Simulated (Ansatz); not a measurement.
Data:

CdSe:
```yaml
crystal:
  lattice:
    - [4.34018, 0.00000, 0.00000]
    - [-2.17009, 3.75870, 0.00000]
    - [0.00000, 0.00000, 7.07772]
  atoms:
    - { symbol: Cd, position: [0.66667, 0.33333, 0.00056] }
    - { symbol: Cd, position: [0.33333, 0.66667, 0.50056] }
    - { symbol: Se, position: [0.66667, 0.33333, 0.62464] }
    - { symbol: Se, position: [0.33333, 0.66667, 0.12464] }
```

This is the r²SCAN-relaxed structure. Cartesian axes are those of the cell as given.

Problem. All from r²SCAN (plane waves, PAW; program Ansatz), unless another level is named. Estimate the band gap.

Solution. 1.10 eV (direct).

Problem. Give the formation energy from the elements (no fitted shifts).

Solution. -0.76 eV/atom.

Problem. Give the hole effective mass, band 2 of 2 at the edge.

Solution. 0.10 along x, 1.5 along z (mₑ).

Problem. What about the valence-band maximum?

Solution. at Γ.

Problem. And the weight of the conduction-edge state by species (Voronoi cells)?

Solution. Cd 64 %, Se 36 %.

Space group P6_3mc (wurtzite). Symmetry was held in the r²SCAN relaxation. The references are the lowest solids computed at this level, not always the standard phases. Spin–orbit coupling is left out wherever it is not named.

Potentials: the later of the program's two PAW sets.
